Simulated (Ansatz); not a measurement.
Si₂Mo — quadrupolar parameters

The cell is a Materials Project structure (computed, not necessarily an observed phase), atoms as given.

```
Si Mo
1.0
    -1.60213    1.60213    3.90810
     1.60213   -1.60213    3.90810
     1.60213    1.60213   -3.90810
Si Mo
2 1
Direct
  0.66457 0.66457 0.00000
  0.33543 0.33543 0.00000
  0.00000 0.00000 0.00000
```

Sites (sets of like atoms) are named by element and the number of their first atom in this list.

Method: Kohn–Sham DFT in Ansatz, PBE, plane waves and PAW, scalar-relativistic, 420 eV cutoff, Γ-centred 13×13×13 k-points, Fermi–Dirac smearing 0.05 eV.

V_zz is the principal component of the electric field gradient with the largest magnitude, η = (V_xx − V_yy)/V_zz and C_Q = eQV_zz/h.

⁹⁷Mo: I = 5/2, Q = 255.0 mb. Nuclear quadrupole moments: year-2017 set (Pyykkö).

| site | atoms (order as listed) | first shell | V_zz (10²¹ V/m²) | η | C_Q (MHz) |
| --- | --- | --- | --- | --- | --- |
| Si | 1, 2 | 5 Si at 2.57–2.63 Å, 5 Mo at 2.61–2.62 Å | -1.19 | 0.00 | – |
| Mo | 3 | 10 Si at 2.61–2.62 Å | -6.74 | 0.00 | -41.5 |

An axis of threefold or higher order runs through Si and Mo, so V_zz lies along it and η is zero.

Si has no stable isotope with a ground-state quadrupole moment in the table, so no C_Q is given.

At this cell the principal stresses reach 5 GPa in size with PBE, which can matter for small gradients. The run finds no gap above 0.1 eV (a metal, or nearly one), so the gradients can move by 10 % or more with the k-mesh. Without spin–orbit coupling (the program notes it for Mo) the gradients can shift somewhat, as the gap is small.

The run took 11 s of wall time (11 s of CPU time) and 0.42 GiB at its peak, on 1 thread of Arm Neoverse V2 (aarch64; 28 cores open to the job, memory cap 3.0 GiB, no GPU), a shared host with a load of 0.8 a core.
